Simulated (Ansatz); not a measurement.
Ni₃C in space group R-3c (No. 167; Ni on 18e, C on 6b) at seven volumes, the program Ansatz at the PBEsol level (PAW), shape and atoms relaxed at each. One row is withheld.

| V (Å³/atom) | P (GPa) |
|---|---|
| 8.627 | 27.17 |
| 8.912 | 16.42 |
| 9.196 | 7.45 |
| 9.481 | 0.00 |
| 9.765 | -6.14 |
| 10.050 | ? |
| 10.334 | -15.03 |

Question: Fit the shown pressures and predict the withheld one.

Answer: Third-order Birch–Murnaghan: P = (3/2)B₀(x^(7/2) − x^(5/2))[1 + (3/4)(B′ − 4)(x − 1)] with x = (V₀/V)^(2/3). Least squares on the six rows gives V₀ = 9.482 Å³/atom, B₀ = 222.2 GPa, B′ = 5.51. At V = 10.050, x = 0.9620 and P = -11.01 GPa. The run itself gave -11.10 GPa.

The first step of the workflow began from a Materials Project structure, measured or hypothetical; the Crystallography Open Database files this formula in space group No. 167, but the cells were not matched. Its standing as an ambient phase is unchecked. The PBEsol relaxation kept the symmetry of its start; its stability against distortions is not shown here. No spin polarisation was allowed.

Potentials: the later of the program's two PAW sets.
